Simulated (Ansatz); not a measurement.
## VInO3: relaxation (Ansatz)

Launch command:

```bash
ansatz run input.yaml --threads 2 --pin off --max-ram 3584MiB --backend cpu --events-out ev --progress --plain --runs-dir out
```

The input file (Ansatz 0.2.0, plane waves):

```yaml
crystal:
  lattice:
    - [3.687794, 0.0, 0.0]
    - [0.0, 3.687794, 0.0]
    - [0.0, 0.0, 3.687794]
  atoms:
    - { symbol: In, position: [0.5, 0.5, 0.5] }
    - { symbol: V, position: [0.0, 0.0, 0.0] }
    - { symbol: O, position: [0.5, 0.0, 0.0] }
    - { symbol: O, position: [0.0, 0.5, 0.0] }
    - { symbol: O, position: [0.0, 0.0, 0.5] }
  symmetry: { tolerance: 0.0003 }
kpoints:
  mp_grid: { grid: [9, 9, 9], shift: [0, 0, 0] }
magnetization:
  spin_polarized: false
scf:
  occupations: { method: fermi_dirac }
  lower_state_search: "off"
hamiltonian:
  pseudopotentials: { kind: paw }
  xc: r2scan
basis:
  ecutwfc: 500
  fft_grid_basis: typed
relax:
  max_steps: 40
  cell: { p_target: 0.0 }
  f_tol: 0.03
output:
  forces: true
  stress: true
  eigenvalues: true
  bader: true
  populations: true
  elf: true
  write_potential: true
  volumetric_format: npy
  dos:
    e_range: [-12, 8]
    de: 0.05
    projected: { site_lists: { In: [In], O: [O], V: [V] } }
  write_density: true
checkpoint:
  read: saved_state
```

Origin of the cell: a known structure type with other elements, at an estimated volume, so it need not be a known compound.

The smearing width isn't typed, so it takes its default of 0.1 eV.

The saved state is a converged single point of the same cell.

Steps («new basis» is an SCF on plane waves selected anew at the same cell):

```csv
step,ΔF (meV/atom),max force component (eV/Å),P (GPa),volume (Å³),SCF iterations,step was
1,0.0,0.000,24.61,50.15,7,accepted
2,-67.3,0.000,5.43,53.92,9,accepted
3,-71.6,0.000,0.77,55.09,9,accepted
4,-71.7,0.000,0.03,55.29,7,accepted
5,-72.3,0.000,0.03,55.29,8,new basis
```

Step 1, with forces in eV/Å:

```xyz
5
Lattice="3.688 0.000 0.000 0.000 3.688 0.000 0.000 0.000 3.688" Properties=species:S:1:pos:R:3:forces:R:3 pbc="T T T" step=1
In    1.844    1.844    1.844    0.000    0.000    0.000
V     0.000    0.000    0.000    0.000    0.000    0.000
O     1.844    0.000    0.000    0.000    0.000    0.000
O     0.000    1.844    0.000    0.000    0.000    0.000
O     0.000    0.000    1.844    0.000    0.000    0.000
```

Step 2, with forces in eV/Å:

```xyz
5
Lattice="3.778 0.000 0.000 0.000 3.778 0.000 0.000 0.000 3.778" Properties=species:S:1:pos:R:3:forces:R:3 pbc="T T T" step=2
In    1.889    1.889    1.889    0.000    0.000    0.000
V     0.000    0.000    0.000    0.000    0.000    0.000
O     1.889    0.000    0.000    0.000    0.000    0.000
O     0.000    1.889    0.000    0.000    0.000    0.000
O     0.000    0.000    1.889    0.000    0.000    0.000
```

Step 3, with forces in eV/Å:

```xyz
5
Lattice="3.805 0.000 0.000 0.000 3.805 0.000 0.000 0.000 3.805" Properties=species:S:1:pos:R:3:forces:R:3 pbc="T T T" step=3
In    1.902    1.902    1.902    0.000    0.000    0.000
V     0.000    0.000    0.000    0.000    0.000    0.000
O     1.902    0.000    0.000    0.000    0.000    0.000
O     0.000    1.902    0.000    0.000    0.000    0.000
O     0.000    0.000    1.902    0.000    0.000    0.000
```

Step 5, with forces in eV/Å:

```xyz
5
Lattice="3.810 0.000 0.000 0.000 3.810 0.000 0.000 0.000 3.810" Properties=species:S:1:pos:R:3:forces:R:3 pbc="T T T" step=5
In    1.905    1.905    1.905    0.000    0.000    0.000
V     0.000    0.000    0.000    0.000    0.000    0.000
O     1.905    0.000    0.000    0.000    0.000    0.000
O     0.000    1.905    0.000    0.000    0.000    0.000
O     0.000    0.000    1.905    0.000    0.000    0.000
```

| Item | Value |
| --- | --- |
| Free energy lowered by | 72.3 meV/atom |
| Volume change | 10.24 % |
| Final pressure | 0.03 GPa |
| Relaxation steps listed | 5 |
| Gap on the mesh | none (metal) |

Caveats: no spin polarisation, so a magnetic state may lie lower; the relaxation held the start's symmetry, so the end may be a saddle point.

The run took 61 s on 2 threads of Intel(R) Xeon(R) Platinum 8259CL CPU @ 2.50GHz (Skylake/Cascade Lake) (shared host), peak memory 0.67 GiB, from a saved density.
